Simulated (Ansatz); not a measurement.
Starting cell, BaLiF3 (cubic perovskite):

```
BaLiF3
1.0
    7.77536     0.00000     0.00000
    0.00000     3.88768     0.00000
    0.00000     0.00000     3.88768
Ba Li F
2 2 6
Direct
  0.00000   0.00000   0.00000
  0.50000   0.00000   0.00000
  0.25000   0.50000   0.50000
  0.75000   0.50000   0.50000
  0.00000   0.50000   0.50000
  0.50000   0.50000   0.50000
  0.25000   0.00000   0.50000
  0.75000   0.00000   0.50000
  0.25000   0.50000   0.00000
  0.75000   0.50000   0.00000
```

The atoms are displaced by Q × the pattern below (from a DFPT mode at X = (0.5, 0.0, 0.0), largest move 1; Q in Å), at fixed cell. It is one choice among 2 degenerate patterns. (q is in reciprocal vectors of the primitive cell; the cell shown is doubled to hold the pattern.)

| atom | x | y | z |
|---|---|---|---|
| Li3 | 0.000 | 0.000 | -0.571 |
| Li4 | 0.000 | 0.000 | 0.571 |
| F7 | 0.000 | 0.000 | 0.773 |
| F8 | 0.000 | 0.000 | -0.773 |
| F9 | 0.000 | 0.000 | -1.000 |
| F10 | 0.000 | 0.000 | 1.000 |

Atoms not listed stay in place.

These are LDA (plane waves to 420 eV, PAW, scalar-relativistic; Ansatz, an electronic-structure program) values and carry that method's errors. k mesh 5×9×9 (Γ-centred), Fermi-Dirac smearing 0.05 eV. The energy includes the smearing's −TS. BaLiF3 was relaxed with its symmetry unable to fall. ΔE is measured from the undisplaced structure.

The scan covers Q from -0.280 to 0.280 Å in 13 points.

Is this a single well or a double well?

A single well with its minimum at or next to zero displacement.

Which space group does the distorted structure have?

Pmma (No. 51), lowered from Pm-3m.

What is the energy change at Q = 0.280 Å?

958 meV/cell.

What harmonic wavenumber does the curvature at Q = 0 give?

316 cm⁻¹.

(For displaced atoms, the force is minus the slope of the energy, and its curvature is a force constant, which sets phonon frequencies.)
